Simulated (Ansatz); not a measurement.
Al2O (anti-fluorite, Fm-3m) under volume change, the program Ansatz at the PBEsol level (PAW), scaled uniformly.

| V (Å³/atom) | E − E(relaxed) (meV/atom) | P (GPa) |
|---|---|---|
| 13.411 | 32.0 | 8.35 |
| 13.854 | 13.4 | 5.17 |
| 14.296 | 3.2 | 2.36 |
| 14.738 | 0.0 | -0.01 |
| 15.180 | 2.7 | -1.88 |
| 15.622 | 10.0 | -3.29 |
| 16.064 | 20.6 | -4.43 |

Q: What does a third-order Birch–Murnaghan fit give for V₀, B₀ and B′?

A: V₀ = 14.75 Å³/atom, B₀ = 67.4 GPa, B′ = 5.8.

The start of the workflow was typed in or built on a structure type; the Crystallography Open Database files this formula in space group No. 225, but the cells were not matched. Its standing as an ambient phase is unchecked. The PBEsol relaxation kept the symmetry of its start. At this level the phase is dynamically unstable (imaginary phonons).

Potentials: the earlier of the program's two PAW sets. The files were generated under PBE; for other functionals the program regenerates the frozen cores, and for LDA and PBEsol the local potential too.
